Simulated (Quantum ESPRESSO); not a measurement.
Parts of the isotropic shielding in BaNaYWO6, by PBE GIPAW on JTH datasets (Quantum ESPRESSO, modified build), 30 Ha, k-mesh 4×4×4 shifted:

```xyz
10
Lattice="0.0000 4.2068 4.2068 4.2068 0.0000 4.2068 4.2068 4.2068 0.0000" Properties=species:S:1:pos:R:3 pbc="T T T"
Na     2.1034     2.1034     2.1034
Ba     6.3102     6.3102     6.3102
Y      4.2068     4.2068     4.2068
W      0.0000     0.0000     0.0000
O      1.9557     4.2068     4.2068
O      4.2068     6.4578     4.2068
O      6.4578     4.2068     4.2068
O      4.2068     1.9557     4.2068
O      4.2068     4.2068     6.4578
O      4.2068     4.2068     1.9557
```
The cell comes from the Materials Project (a computed structure). It is BaNaYWO6 in F-43m; whether this form has been observed was not checked. Stability against distortions was not tested. Forces on the atoms reach 0.38 eV/Å at this level. The run has no spin polarisation.

The core term is that of the free atom's frozen core; the paramagnetic column sums the reconstruction terms. Shieldings are absolute and leave out the bulk-susceptibility term; a larger σ means a smaller chemical shift. By our sweeps, such settings leave a few ppm in absolute σ on light atoms and up to some 20 ppm from Zn on. No spin–orbit coupling; W is the heaviest element present. No d partial waves on Na: the paramagnetic term there is incompletely reconstructed.

```json
[
 {"site": "Na (atom 1)", "core": "377.3", "bare (smooth current)": "85.4", "diamagnetic correction": "154.7", "paramagnetic corrections": "[?]", "σ_iso (ppm)": "[?]"},
 {"site": "Ba (atom 2)", "core": "6129.8", "bare (smooth current)": "107.0", "diamagnetic correction": "-43.8", "paramagnetic corrections": "[?]", "σ_iso (ppm)": "[?]"},
 {"site": "Y (atom 3)", "core": "3554.4", "bare (smooth current)": "77.2", "diamagnetic correction": "1.9", "paramagnetic corrections": "[?]", "σ_iso (ppm)": "[?]"},
 {"site": "O (atoms 5, 6, 7, 8, 9, 10)", "core": "271.1", "bare (smooth current)": "-42.5", "diamagnetic correction": "26.0", "paramagnetic corrections": "[?]", "σ_iso (ppm)": "[?]"}
]
```

Task: Complete the blanks.

Result: 
- Na (atom 1), paramagnetic corrections: -30.3
- Na (atom 1), σ_iso (ppm): 587.0
- Ba (atom 2), paramagnetic corrections: -1088.1
- Ba (atom 2), σ_iso (ppm): 5104.9
- Y (atom 3), paramagnetic corrections: -1274.2
- Y (atom 3), σ_iso (ppm): 2359.2
- O (atoms 5, 6, 7, 8, 9, 10), paramagnetic corrections: -448.4
- O (atoms 5, 6, 7, 8, 9, 10), σ_iso (ppm): -193.8
